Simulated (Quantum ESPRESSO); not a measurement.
# Moving one atom in InAl2GaAs4

The results below are calculated, not measured. They come from pw.x of Quantum ESPRESSO 7.5, a plane-wave density functional program, with PseudoDojo standard norm-conserving files (v0.5 for PBE, v0.4.1 for LDA and PBEsol). The cells are made up: elements, strain and atom displacements were drawn at random, and nothing was relaxed. There is no spin polarisation, spin-orbit coupling or dispersion term.

The cell has 8 sites of a zincblende or diamond lattice. Sites 1 to 4 hold In Al Al Ga; sites 5 to 8 hold As As As As. Cell vectors in Å: (5.791, 0.010, 0.008); (0.010, 5.613, 0.006); (0.008, 0.006, 5.663). Settings: PBE, cutoff 1143 eV, 4 x 4 x 4 k mesh shifted by half a step, Fermi-Dirac smearing of 0.025 eV.

Each run shifts the Ga atom on site 4 along x and leaves all else fixed. Site 8 is one of its nearest neighbours. E is the free energy of the cell above the lowest run shown.

| run | shift (Å) | Fx on site 4 (eV/Å) | Fx on site 8 (eV/Å) | P (GPa) | E (meV) |
| --- | --- | --- | --- | --- | --- |
| 1 | -0.0858 | 0.924 | -0.153 | 7.11 | 27.6 |
| 2 | -0.0742 | 0.802 | -0.116 | 7.09 | 17.6 |
| 3 | -0.0505 | 0.553 | -0.038 | 7.06 | 1.6 |
| 5 | 0.0509 | -0.522 | 0.318 | 7.04 | 0.0 |
| 6 | 0.0613 | -0.632 | 0.356 | 7.05 | 6.0 |
| 7 | 0.0885 | -0.919 | 0.458 | 7.08 | 27.1 |
| 4 | 0.0417 | ? | ? | ? | ? |

A rerun of one of these cells at 1437 eV and k mesh 6 x 6 x 6 moved values by no more than 0.011 eV in the cell's energy, 0.02 GPa in stress and 0.002 eV/Å in force.

## Worked fit

A parabola through the six runs shown gives Fx on site 4 = 0.018 - 10.58 u - 0.1 u² eV/Å, with u in Å and a scatter of 0.002 eV/Å. Minus the slope, 10.58 ± 0.04 eV/Å², is this atom's force constant along x at u = 0, with its periodic images moving too. The fitted force vanishes at u = 0.002 Å, where the energy should be lowest along this line. The error is the larger of the fit's own and the change that a cubic makes, rounded up.

## Withheld run

Question: what Fx on site 4 should run 4 give?

The fit gives -0.423 eV/Å. The calculation gave -0.425 eV/Å.

```
run,shift (Å),Fx on site 4 (eV/Å),Fx on site 8 (eV/Å),P (GPa),E (meV)
4,0.0417,-0.425,0.285,7.03,-4.4
```